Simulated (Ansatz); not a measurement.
A trial structure of SbS₄ was built thus: random cell by space group and Wyckoff sites (Im-3m, No. 229). Its size is a rough estimate.

```cif
data_structure
_symmetry_space_group_name_H-M 'P 1'
_symmetry_Int_Tables_number 1
_cell_length_a 5.3747
_cell_length_b 5.3747
_cell_length_c 5.3747
_cell_angle_alpha 109.471
_cell_angle_beta 109.471
_cell_angle_gamma 109.471
_cell_volume 119.52
loop_
_atom_site_label
_atom_site_type_symbol
_atom_site_fract_x
_atom_site_fract_y
_atom_site_fract_z
_atom_site_occupancy
Sb1 Sb 0.00000 0.00000 0.00000 1
S1 S 0.50000 0.50000 0.50000 1
S2 S 0.00000 0.00000 0.50000 1
S3 S 0.00000 0.50000 0.00000 1
S4 S 0.50000 0.00000 0.00000 1
```

These are results of Ansatz 0.2.0, DFT PBE, scalar-relativistic, plane waves, PAW, not measurements. Cutoff 420 eV, Gaussian smearing, Γ-centred meshes. Cell and atoms relax first on a coarse mesh and then on a finer one. In between, the cell is made exact in the group found at 0.06 Å. In metals the finer mesh still leaves noise of several meV/atom or more. The steps can't lower the symmetry of their start. No spin polarisation.

A guess keeps its type if space group and coordination stay and the shape of the cell changes little (axis ratios within about 15 %, angles within 6°); the volume may change.

Task: Does this structure survive the relaxation?

Result: It keeps its type: symmetry leaves only the cell edge free. The symmetry stays Im-3m (No. 229). The volume per atom shrinks by 1.2 %, from 23.9 to 23.6 Å³. The shortest distance goes from 2.69 Å (Sb–S) to 2.68 Å (Sb–S). Counting neighbours within 15 % of an atom's shortest distance, the start has S 2, Sb 8 and the end S 2, Sb 8.

The last run used an 8×8×8 mesh for its 5-atom cell and Gaussian smearing of 0.10 eV. These runs have no spin–orbit coupling, which can matter for Sb. An odd number of electrons in the primitive cell allows no gap without spin; a larger cell or a magnetic state could open one. The cell is a metal run without spin; a magnetic state may lie lower. Symmetry constrained the relaxation, so the result can be a saddle point.
